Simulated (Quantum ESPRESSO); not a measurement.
**Kohn-Sham bands of K2Se (anti-fluorite)**

```xyz
3
Lattice="0.0000 3.8360 3.8360 3.8360 0.0000 3.8360 3.8360 3.8360 0.0000" Properties=species:S:1:pos:R:3 pbc="T T T"
K      1.9180     1.9180     1.9180
K     -1.9180    -1.9180    -1.9180
Se     0.0000     0.0000     0.0000
```

Materials Project entry mp-8426; symmetrised, unrelaxed at this level. COD (Crystallography Open Database) has an entry of this formula and space group (matched by these alone). Level: LDA, no spin polarisation, no spin-orbit coupling; pw.x of Quantum ESPRESSO at 69 Ry with PseudoDojo potentials, 8×8×8 k-points, Wannier90. Density: 8×8×8 mesh, cold smearing 0.01 Ry. Spin-orbit coupling, left out, would split the p-like bands by a few tenths of an eV.

Energies are relative to the valence-band maximum; weights are on the orthonormalised atomic waves of the pseudopotential files, averaged over the group. 34 electrons a cell are treated as valence.

```tsv
bands	from (eV)	to (eV)	filling	weight on atomic waves
1–5	-45.11	-45.10	filled	…
6–7	-28.99	-28.93	filled	…
8–13	-12.94	-12.52	filled	…
14	-10.10	-9.88	filled	…
15–17	-0.81	0.00	filled	…
```

Problem. Which atomic shells make up each group?

Solution. 
- 1–5, weight on atomic waves: Se 3d 100 %
- 6–7, weight on atomic waves: K 3s 98 %
- 8–13, weight on atomic waves: K 3p 99 %
- 14, weight on atomic waves: Se 4s 88 %, K 4s 7 %, K 3p 4 %
- 15–17, weight on atomic waves: Se 4p 88 %, K 4s 9 %

The Kohn-Sham gap over both meshes and the path is 1.90 eV.
